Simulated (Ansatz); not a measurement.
Below is a relaxed structure of Na3BiH6. The cell was found from a structure generator's guess, not taken from experiment.

Level of theory: DFT PBE, scalar-relativistic, plane waves, PAW in Ansatz 0.2.0. Cutoff 420 eV, Γ-centred mesh, Gaussian smearing, no spin polarisation.

```
Na Bi H
1.0
    -4.14977    4.14977    4.14977
     4.14977   -4.14977    4.14977
     4.14977    4.14977   -4.14977
Na Bi H
3 1 6
Direct
  0.00000 0.50000 0.50000
  0.50000 0.00000 0.50000
  0.50000 0.50000 0.00000
  0.00000 0.00000 0.00000
  0.00000 0.25429 0.25429
  0.00000 0.74571 0.74571
  0.25429 0.00000 0.25429
  0.74571 0.00000 0.74571
  0.25429 0.25429 0.00000
  0.74571 0.74571 0.00000
```

Energies over the elements count from the elements' standard structures at the same level (H₂ as a molecule), with no fitted energy shifts.

(1) What space group does it have?

(2) How far does it lie from the elements in energy?

(3) Is it a metal?

Answers

(1) Im-3m (No. 229). Conventional cell: a = 8.300 Å. Around Na lie 2 H at 2.04 Å; Bi has 6 H at 2.11 Å; H has 1 Na at 2.04 Å and 1 Bi at 2.11 Å.

(2) +0.286 eV/atom. A positive value: parting into the elements would lower its energy.

(3) No, the gap on the 6×6×6 mesh is 1.76 eV.

The last run used a 6×6×6 mesh for its 10-atom cell and Gaussian smearing of 0.02 eV. These runs have no spin–orbit coupling, which can matter for Bi. Kohn–Sham gaps at this level usually fall short of measured ones. The missing spin–orbit coupling can work the other way here. With hydrogen, zero-point motion can shift formation energies by some tens of meV/atom. A structure relaxed within its symmetry needn't be a true minimum.
